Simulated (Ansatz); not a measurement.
Relaxed SnCl2 (space group Pnma):

```
CELL_PARAMETERS angstrom
      7.47652     0.00000     0.00000
      0.00000     4.28524     0.00000
      0.00000     0.00000     8.93671
ATOMIC_POSITIONS crystal
  Sn 0.76593 0.75000 0.58478
  Sn 0.23407 0.25000 0.41522
  Sn 0.73407 0.25000 0.08478
  Sn 0.26593 0.75000 0.91522
  Cl 0.52092 0.25000 0.84297
  Cl 0.47908 0.75000 0.15703
  Cl 0.97908 0.75000 0.34297
  Cl 0.02092 0.25000 0.65703
  Cl 0.14165 0.25000 0.07798
  Cl 0.85835 0.75000 0.92202
  Cl 0.35835 0.75000 0.57798
  Cl 0.64165 0.25000 0.42202
```

The atoms are displaced by Q × the pattern below (from a DFPT mode at Γ, largest move 1; Q in Å), at fixed cell.

```json
[
 {"atom": "Sn1", "x": "0.000", "y": "-1.000", "z": "0.000"},
 {"atom": "Sn2", "x": "0.000", "y": "1.000", "z": "0.000"},
 {"atom": "Sn3", "x": "0.000", "y": "-1.000", "z": "0.000"},
 {"atom": "Sn4", "x": "0.000", "y": "1.000", "z": "0.000"},
 {"atom": "Cl9", "x": "0.000", "y": "0.250", "z": "0.000"},
 {"atom": "Cl10", "x": "0.000", "y": "-0.250", "z": "0.000"},
 {"atom": "Cl11", "x": "0.000", "y": "0.250", "z": "0.000"},
 {"atom": "Cl12", "x": "0.000", "y": "-0.250", "z": "0.000"}
]
```

Atoms not listed stay in place.

The numbers are results of LDA (plane waves to 420 eV, PAW, scalar-relativistic; Ansatz, a program for electronic structure), not measurements. k mesh 4×6×3 (Γ-centred), Fermi-Dirac smearing 0.05 eV. E stands for the smeared free energy. SnCl2 was relaxed with its symmetry unable to fall. The relaxed volume of SnCl2 is well below the measured one. ΔE is measured from the undisplaced structure.

Task: Give the computed ΔE (meV/cell) and −dE/dQ from forces (eV/Å) at Q (Å) = -0.280, -0.047, 0.093, 0.140, 0.233, 0.280.

Result: 
```json
[
 {"Q (Å)": "-0.280", "ΔE (meV/cell)": "131.5", "−dE/dQ from forces (eV/Å)": "1.073"},
 {"Q (Å)": "-0.047", "ΔE (meV/cell)": "3.1", "−dE/dQ from forces (eV/Å)": "0.135"},
 {"Q (Å)": "0.093", "ΔE (meV/cell)": "12.7", "−dE/dQ from forces (eV/Å)": "-0.278"},
 {"Q (Å)": "0.140", "ΔE (meV/cell)": "29.3", "−dE/dQ from forces (eV/Å)": "-0.436"},
 {"Q (Å)": "0.233", "ΔE (meV/cell)": "87.3", "−dE/dQ from forces (eV/Å)": "-0.827"},
 {"Q (Å)": "0.280", "ΔE (meV/cell)": "131.5", "−dE/dQ from forces (eV/Å)": "-1.073"}
]
```

(A displaced cell: forces are minus the slopes of the energy, force constants its curvatures, and phonons follow from these.)
